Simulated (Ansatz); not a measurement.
**Ta4O: how the half-step-shifted k-point mesh moves the results**

These are results of DFT PBE, scalar-relativistic, plane waves, PAW in Ansatz 0.2.0, not measurements.

```
Ta O
1.0
     3.25750    0.00000    0.00000
     0.00000    3.25750    0.00000
     0.00000    0.00000    7.40934
Ta O
4 1
Direct
  0.00000 0.00000 0.50000
  0.50000 0.50000 0.78316
  0.50000 0.50000 0.21684
  0.00000 0.00000 0.00000
  0.50000 0.50000 0.50000
```

* plane-wave cutoff: 420 eV
* occupation rule: Gaussian smearing, 0.1 eV
* spin treatment: unpolarised

The atoms are held and the half-step-shifted k-point mesh is swept. Energies are extrapolated to zero smearing and count from the reference run, 12×12×6 Γ-centred mesh, Gaussian smearing 0.1 eV. The cell isn't necessarily relaxed at this level. Spin–orbit coupling is left out. Pressure is positive in compression.

```tsv
shifted mesh	ΔE (meV/atom)	P (GPa)	largest change of a force component (eV/Å)	irreducible points
8×8×4	0.82	-0.84	0.040	20
10×10×4	?	?	?	?
10×10×6	2.70	-0.69	0.017	45
```

Fill in the withheld rows.

The withheld rows:

```tsv
shifted mesh	ΔE (meV/atom)	P (GPa)	largest change of a force component (eV/Å)	irreducible points
10×10×4	3.13	-0.72	0.060	30
```

Cost: 3 runs of about 0.06 core-minutes in all, on AMD EPYC 9R45 (Zen 5) (shared hosts).